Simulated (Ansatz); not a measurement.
# Computed energy over volume and axial ratio: AlP (zinc blende)

AlP (zinc blende), conventional cell a = 5.507 Å, b = 5.507 Å, c = 5.507 Å, α = 90.00°, β = 90.00°, γ = 90.00°. The calculation uses the primitive cell of 2 atoms, to which meshes and values per cell refer.

Grid over V/V₀ and (c/a)/(c/a)₀, subscript 0 meaning the relaxed cell; the conventional c axis lies along z; no internal relaxation.

These are PBE (plane waves to 420 eV, PAW, scalar-relativistic; Ansatz, a quantum-chemistry and plane-wave program) values and carry that method's errors. k mesh 10×10×10 (Γ-centred), Fermi-Dirac smearing 0.05 eV. The energy includes the smearing's −TS. Stress and pressure are positive under compression. AlP was relaxed with its symmetry unable to fall. The PAW data are Ansatz's earlier set. The zero of ΔE is the relaxed starting cell.

ΔE (meV/atom), with V/V₀ across and (c/a)/(c/a)₀ down:

```tsv
(c/a)/(c/a)₀ \ V/V₀	0.960	0.980	1.000	1.020	1.040
0.920	25.1	18.8	17.3	20.0	26.5
0.960	13.3	6.5	4.4	6.6	12.7
1.000	9.2	2.2	0.0	2.1	8.1
1.040	13.5	6.6	4.5	6.8	12.9
1.080	26.5	20.1	18.4	20.9	27.4
```

P (GPa), with V/V₀ across and (c/a)/(c/a)₀ down:

```
(c/a)/(c/a)₀ \ V/V₀  0.960  0.980  1.000  1.020  1.040
-------------------  -----  -----  -----  -----  -----
0.920                 3.38   1.47  -0.25  -1.80  -3.20
0.960                 3.60   1.68  -0.06  -1.63  -3.04
1.000                 3.67   1.74   0.00  -1.57  -2.99
1.040                 3.61   1.68  -0.05  -1.62  -3.03
1.080                 3.44   1.53  -0.20  -1.75  -3.15
```

What the scan shows:

The shear modulus C′ = (C11 − C12)/2 (fit, atoms clamped) is 32 GPa. Lowest place on the grid: V/V₀ = 1.000, (c/a)/(c/a)₀ = 1.000 (0.0 meV/atom). Highest place on the grid: V/V₀ = 1.040, (c/a)/(c/a)₀ = 1.080 (27.4 meV/atom).

(A scan under strain: stresses follow from slopes of the energy per volume, elastic moduli from its curvatures.)
